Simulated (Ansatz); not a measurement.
IrW (CsCl type, Pm-3m) under volume change, PBEsol in the plane-wave PAW code Ansatz, scaled uniformly.

```json
[
 {"V (Å³/atom)": "13.840", "E − E(relaxed) (meV/atom)": "150.4", "P (GPa)": "38.37"},
 {"V (Å³/atom)": "14.296", "E − E(relaxed) (meV/atom)": "63.0", "P (GPa)": "23.41"},
 {"V (Å³/atom)": "14.752", "E − E(relaxed) (meV/atom)": "14.9", "P (GPa)": "10.74"},
 {"V (Å³/atom)": "15.208", "E − E(relaxed) (meV/atom)": "0.0", "P (GPa)": "0.00"},
 {"V (Å³/atom)": "15.665", "E − E(relaxed) (meV/atom)": "13.3", "P (GPa)": "-9.09"},
 {"V (Å³/atom)": "16.121", "E − E(relaxed) (meV/atom)": "50.5", "P (GPa)": "-16.78"},
 {"V (Å³/atom)": "16.577", "E − E(relaxed) (meV/atom)": "107.8", "P (GPa)": "-23.28"}
]
```

### Question
What does a third-order Birch–Murnaghan fit give for V₀, B₀ and B′?

### Answer
V₀ = 15.21 Å³/atom, B₀ = 328 GPa, B′ = 4.5.

The start of the workflow was typed in or built on a structure type; neither database checked (COD, Materials Project) lists it. COD files the formula under space group No. 51. Whether it is the stable phase at ambient conditions was not checked. Symmetry was held in the PBEsol relaxation. At this level the phase is dynamically unstable (imaginary phonons). The run is not spin-polarised. Its formation energy is positive at this level, so the cell may be metastable or incomplete. Scalar-relativistic: spin–orbit coupling is off unless named, which matters more the heavier the elements.

Potentials: the earlier of the program's two PAW sets. The files were generated under PBE; for other functionals the program regenerates the frozen cores, and for LDA and PBEsol the local potential too.
